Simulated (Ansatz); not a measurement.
Given:

BaTiO$_{3}$:
```xyz
5
Lattice="3.9699 0.0000 0.0000 0.0000 3.9699 0.0000 0.0000 0.0000 3.9699" Properties=species:S:1:pos:R:3 pbc="T T T"
Ba     0.0000     0.0000     0.0000
Ti     1.9849     1.9849     1.9849
O      0.0000     1.9849     1.9849
O      1.9849     1.9849     0.0000
O      1.9849     0.0000     1.9849
```

This is the PBEsol-relaxed structure.

Task: All from PBEsol in the plane-wave PAW code Ansatz, unless another level is named. Estimate the gap with spin–orbit coupling.

Result: 1.80 eV.

Task: And the formation energy from the elements (no fitted shifts)?

Result: -3.18 eV/atom.

Task: Next, the smallest direct gap on the standard path?

Result: 1.89 eV.

Space group Pm-3m (cubic perovskite). This is a known high-temperature phase of the composition, computed here at zero pressure and temperature. Symmetry was held in the PBEsol relaxation; whether a distortion lowers the energy is not shown. No spin polarisation was allowed. The references are the lowest solids computed at this level, not always the standard phases (solids in place of the gases). Spin–orbit coupling is left out wherever it is not named.

Potentials: the later of the program's two PAW sets.
